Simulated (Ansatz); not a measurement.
## Migration of Au in Si

Method: Ansatz, DFT LDA, scalar-relativistic, plane waves, PAW. Run with 420 eV cutoff, 3×3×3 k-mesh, Gaussian smearing of 0.02 eV, no spin polarisation.

Host crystal, relaxed:

```yaml
crystal:
  lattice:
    - [0.00000, 2.70097, 2.70097]
    - [2.70097, 0.00000, 2.70097]
    - [2.70097, 2.70097, 0.00000]
  atoms:
    - { symbol: Si, position: [0.75000, 0.75000, 0.75000] }
    - { symbol: Si, position: [0.50000, 0.50000, 0.50000] }
```

In a supercell of 16 host sites with charge +1, interstitial Au hops to an equivalent place, moving 1.91 Å between the relaxed ends. Climbing-image nudged elastic band at fixed cell with images 0 (start) to 4 (end), the path measured over all atoms, converged to 0.05 eV/Å; the order of the saddle wasn't checked, and the small cell leaves errors of about a tenth of an eV.

Supercell rows in host cell vectors: 0 -2 2; 0 0 2; -2 0 2. Au was set at (0.000, 0.000, 0.000) of the host cell.

At the relaxed start Au has 4 Si at 2.41 Å, 2 Si at 2.49 Å, 2 Si at 3.14 Å.

Spin-orbit coupling is left out, which matters for the bands and energies of heavy elements.

(1) What barrier does the band give, and what surrounds the atom at the top?

Answers

(1) 0.30 eV at image 2, where Au has 2 Si at 2.42 Å, 1 Si at 2.45 Å, 2 Si at 2.48 Å, 2 Si at 2.71 Å, 2 Si at 2.79 Å.

Cost: 1 run of about 6.9 core-minutes, on Arm Neoverse V2 (shared hosts).